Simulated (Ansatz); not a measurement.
Input file of a DFT run on EuSi3 with Ansatz:

```yaml
crystal:
  lattice:
    - [8.3268943274, 0.0, 0.0]
    - [0.0, 4.1634471637, 0.0]
    - [0.0, 0.0, 4.1634471637]
  atoms:
    - { symbol: Eu, position: [0.0, 0.0, 0.0], spin: 7.08 }
    - { symbol: Si, position: [0.0, 0.5, 0.5] }
    - { symbol: Si, position: [0.25, 0.5, 0.0] }
    - { symbol: Si, position: [0.25, 0.0, 0.5] }
    - { symbol: Eu, position: [0.5, 0.0, 0.0], spin: 7.08 }
    - { symbol: Si, position: [0.5, 0.5, 0.5] }
    - { symbol: Si, position: [0.75, 0.5, 0.0] }
    - { symbol: Si, position: [0.75, 0.0, 0.5] }
basis:
  ecutwfc: 420
  ecutrho_ratio: 4
kpoints:
  mp_grid: { grid: [3, 6, 6] }
hamiltonian:
  xc: pbe
scf:
  occupations: { method: gaussian, width: 0.05 }
output:
  forces: true
  stress: true
  eigenvalues: true
  populations: true
magnetization:
  spin_polarized: true
```

Launched as:
```sh
ansatz run input.yaml --threads 2 --pin off --max-ram 2662MiB --backend cpu --events-out ev --progress --plain --runs-dir out
```

This is a trial structure made by placing the elements on a prototype's sites, so it needn't be the stable form.

Question: Before reading the output: what should come out?

Answer: Pressure -0.3 GPa, gap on the mesh zero (metallic), site spin moments Eu 6.44 μB (PBE, scalar-relativistic).

Output, machine lines left out:

```
Eu: projections on atomic orbitals take those of the free atom [Kr 4d10] 4f7 5s2 5p6 5d0 6s2, of charge +0.00 (hamiltonian.pseudopotentials.projection_atoms); the dataset's partial waves leave at most 1.0e-3 of an orbital's norm unspanned inside its sphere
Pseudopotentials: kind: paw
Pseudopotential: Eu, paw, valence charge 17, recommended cutoff 420 eV (normal), Eu.paw.azcp
Pseudopotential: Si, paw, valence charge 4, recommended cutoff 420 eV (normal), Si.paw.azcp
Crystal: 8 atoms, lattice volume = 144.341 Å³
Basis set: ecut = 420 eV, 2787 PW (Γ), exchange–correlation on 120×60×60 points (8 copies of the dense FFT grid, shifted against one another)
Bands: 45, of which v1, the nominal top of the filled ones, is band 29 counted from 1 (28 counted from 0)
Symmetry: 32 space group operations
Space group: Pm-3m (ITA 221), of the structure as read, at distance tolerance 5.2e-5 Å
Magnetic group: BNS 221.92 (UNI 1594), of the structure as read, at distance tolerance 5.2e-5 Å
k-points: 20 of 108
Initial density: superposition of atomic densities (chi_scale 0.1, normalization cell)
Starting moments: Σ|m| = 14.16 μB on 2 of 8 sites
Initial wavefunctions: pseudopotential atomic-orbital guess
Functional: x = pbe(κ = 0.804, μ = 0.21951), c = pbe(β = 0.06672)
iter 1 solved again at ethr=2.97e-3 eV; its pass at ethr=3.10e-3 eV (dr2=1.72e0 eV) is discarded
```

```
SCF iter   1: F=—  HF=-21348.545413 eV  |F-HF|=—  |Δ(HF+E_count)|=         —  Δρ=1.92e-2 (↑1.72e-2 ↓1.92e-2)  dr2=1.71e0  dr2_m=2.32e-1  M=13.184 μB ∫|m|=13.359 μB  β_m=0.30  ethr=2.97e-3  ⟨swp⟩=1.0  Hψ=10300  notcnv=0
Mixer restart at iter 1: flushing history
SCF iter   2: F=—  HF=-21348.608210 eV  |F-HF|=—  |Δ(HF+E_count)|=   6.28e-2  Δρ=1.38e-2 (↑1.23e-2 ↓1.38e-2)  dr2=8.80e-1  dr2_m=1.15e-1  M=13.109 μB ∫|m|=13.324 μB  β_m=0.64  ethr=2.96e-3  ⟨swp⟩=2.5  Hψ=2459  notcnv=0
SCF iter   3: F=—  HF=-21348.760353 eV  |F-HF|=—  |Δ(HF+E_count)|=   1.52e-1  Δρ=8.57e-3 (↑8.57e-3 ↓1.23e-3)  dr2=9.22e-2  dr2_m=2.61e-2  M=13.031 μB ∫|m|=13.368 μB  β_m=0.53  ethr=1.52e-3  ⟨swp⟩=3.2  Hψ=4071  notcnv=0  defer=65
SCF iter   4: F=—  HF=-21348.795138 eV  |F-HF|=—  |Δ(HF+E_count)|=   3.48e-2  Δρ=3.62e-3 (↑3.62e-3 ↓9.08e-4)  dr2=1.45e-2  dr2_m=4.16e-3  M=13.016 μB ∫|m|=13.358 μB  β_m=0.77  ethr=1.59e-4  ⟨swp⟩=4.2  Hψ=3914  notcnv=0  defer=152
SCF iter   5: F=—  HF=-21348.833066 eV  |F-HF|=—  |Δ(HF+E_count)|=   3.79e-2  Δρ=1.16e-3 (↑1.16e-3 ↓2.43e-4)  dr2=3.01e-3  dr2_m=3.32e-4  M=13.050 μB ∫|m|=13.408 μB  β_m=0.88  ethr=2.50e-5  ⟨swp⟩=3.4  Hψ=3972  notcnv=0  defer=152
SCF iter   6: F=—  HF=-21348.836704 eV  |F-HF|=—  |Δ(HF+E_count)|=   3.64e-3  Δρ=2.63e-4 (↑2.63e-4 ↓1.02e-4)  dr2=1.89e-4  dr2_m=1.85e-5  M=13.062 μB ∫|m|=13.419 μB  β_m=0.94  ethr=5.19e-6  ⟨swp⟩=2.6  Hψ=3623  notcnv=0  defer=157
SCF iter   7: F=—  HF=-21348.836862 eV  |F-HF|=—  |Δ(HF+E_count)|=   1.58e-4  Δρ=1.53e-4 (↑1.53e-4 ↓2.00e-5)  dr2=3.20e-5  dr2_m=8.73e-6  M=13.065 μB ∫|m|=13.420 μB  β_m=0.97  ethr=3.25e-7  ⟨swp⟩=2.0  Hψ=3130  notcnv=0  defer=156
SCF iter   8: F=—  HF=-21348.839182 eV  |F-HF|=—  |Δ(HF+E_count)|=   2.32e-3  Δρ=1.40e-5 (↑1.40e-5 ↓8.39e-6)  dr2=6.13e-7  dr2_m=5.96e-8  M=13.067 μB ∫|m|=13.421 μB  β_m=0.99  ethr=5.51e-8  ⟨swp⟩=2.0  Hψ=3036  notcnv=0  defer=159
SCF iter   9: F=—  HF=-21348.839182 eV  |F-HF|=—  |Δ(HF+E_count)|=   5.93e-7  Δρ=3.25e-6 (↑2.82e-6 ↓3.25e-6)  dr2=4.33e-8  dr2_m=1.50e-9  M=13.067 μB ∫|m|=13.421 μB  β_m=0.99  ethr=1.06e-9  ⟨swp⟩=3.0  Hψ=3445  notcnv=0  defer=161
SCF iter  10: F=-21348.839182 eV  HF=-21348.839182 eV  |F-HF|=9.42e-8  |Δ(HF+E_count)|=   2.86e-8  Δρ=7.06e-6 (↑7.06e-6 ↓7.09e-7)  dr2=8.32e-8  dr2_m=1.62e-8  M=13.067 μB ∫|m|=13.421 μB  ethr=7.47e-11  ⟨swp⟩=11.2  Hψ=9071  notcnv=0
```

```
SCF 1 converged in 10 iterations: F = -21348.839182 eV  dr2 = 8.32e-8
SCF converged after 10 iterations
Magnetization: 13.0669 μB (35.5334 up, 22.4666 down)
Absolute magnetization: 13.4209 μB (∫|ρ↑−ρ↓|, with the PAW one-centre terms)
Per-site moments (μB) at R_I (Å): [(6.43742, 1.21440), (-0.01892, 1.21440), (-0.01892, 1.21440), (-0.01892, 1.21440), (6.43742, 1.21440), (-0.01892, 1.21440), (-0.01892, 1.21440), (-0.01892, 1.21440)]
Free energy (F): -21348.839182 eV
E sigma→0 (E₀):  -21348.836111 eV
Entropy (-TS):   -0.006143 eV (-0.768 meV/atom)
Fermi energy:    11.690915 eV
--- Forces (eV/Å), atoms counted from 1 ---
  atom   1  Eu     0.00000000     0.00000000     0.00000000
  atom   2  Si     0.00000000     0.00000000     0.00000000
  atom   3  Si     0.00000000     0.00000000     0.00000000
  atom   4  Si     0.00000000     0.00000000     0.00000000
  atom   5  Eu     0.00000000     0.00000000     0.00000000
  atom   6  Si     0.00000000     0.00000000     0.00000000
  atom   7  Si     0.00000000     0.00000000     0.00000000
  atom   8  Si     0.00000000     0.00000000     0.00000000
--- Stress (GPa, compression-positive) ---
       -0.332140       0.000000       0.000000
        0.000000      -0.332084       0.000000
        0.000000       0.000000      -0.332084
  P = ⅓ Tr σ = -0.3321 GPa (-3.321 kbar)
--- Löwdin populations: 8 sites ---
  site symbol       q [e]    m [muB]
     0     Eu     17.7097     6.6858
     1     Si      3.7163    -0.0525
     2     Si      3.7163    -0.0525
     3     Si      3.7163    -0.0525
     4     Eu     17.7097     6.6858
     5     Si      3.7163    -0.0525
     6     Si      3.7163    -0.0525
     7     Si      3.7163    -0.0525
```

Run time: 17 s on 2 threads of Arm Neoverse V2, on a shared host, peak memory 0.54 GiB.

Absolute energies hang on the potentials; compare differences alone.

Without a U the 4f levels of Eu lie too near the Fermi level, so their share of the states there, and what hangs on it, is overstated. Spin–orbit coupling, which matters for such heavy elements, is left out. The program warned that another magnetic order may lie lower. Site moments are of spin, integrated over atomic spheres. No antiparallel order was tried. The k-mesh is coarse, so small energy differences aren't converged.
